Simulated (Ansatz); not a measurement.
Input:

LiF:
```xyz
4
Lattice="3.0813 0.0000 0.0000 -1.5407 2.6685 0.0000 0.0000 0.0000 4.7869" Properties=species:S:1:pos:R:3 pbc="T T T"
Li     0.0000     1.7790     1.8304
Li     1.5407     0.8895     4.2239
F      0.0000     1.7790     4.7516
F      1.5407     0.8895     2.3581
```

This is the r²SCAN-relaxed structure.

Problem. All from plane-wave PAW r²SCAN (Ansatz code), unless another level is named. Predict the band gap.

Solution. 8.58 eV (direct).

Problem. And the hole effective mass?

Solution. 1.1, 7.2, 7.2 mₑ (principal values).

Problem. And the valence-band maximum?

Solution. at Γ.

Space group P6_3mc (wurtzite). The workflow started from a Materials Project entry (that database holds measured and hypothetical structures alike); the Crystallography Open Database copy checked does not list it. It is not the phase usual at ambient conditions (space group No. 225). The r²SCAN relaxation kept the symmetry of its start; phonons on a q-mesh show no instability.

Potentials: the later of the program's two PAW sets.
